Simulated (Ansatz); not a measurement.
## WC: from a starting cell to a relaxed one

The start is a relaxed WC cell shaken by Gaussian noise of σ = 0.08 Å a coordinate. The cell and all atomic positions are relaxed at zero pressure with r2SCAN (plane waves to 500 eV, PAW, scalar-relativistic; Ansatz, a first-principles code). The first steps use a coarse 5×5×5 k-mesh.

The start:
```
WC
1.0
    4.38525     0.00000     0.00000
    0.00000     4.38525     0.00000
    0.00000     0.00000     4.38525
W C
4 4
Cartesian
  0.53721   0.66188   0.61586
  2.82269   1.64758   3.78663
  3.87162   2.78291   1.58732
  1.64118   3.76505   2.92649
  3.64887   3.64956   3.71395
  1.47861   2.76037   0.66011
  0.75231   1.51417   2.77957
  2.85444   0.59922   1.57843
```

### Question
How large is the pressure on the unrelaxed cell, and of which sign?

### Answer
+6 GPa (positive: the cell is compressed).

### Question
What is the largest force in the starting geometry, and on which atom (counted from 1)?

### Answer
About 3.0 eV/Å, on W4 (atoms numbered as listed).

### Question
How much energy is released per atom?

### Answer
0.07 eV/atom.

### Question
Is the relaxed structure metallic? Give its gap.

### Answer
Zero (metallic).

Final values are on a 11×11×11 k-mesh of the relaxed cell. No spin polarisation in the result.

The relaxed structure here is a generated cell of WC: the first start was made by placing the elements on the sites of a structure type, and the end was not matched to a known phase here, so it may be hypothetical. Known forms of WC include space group No. 187.
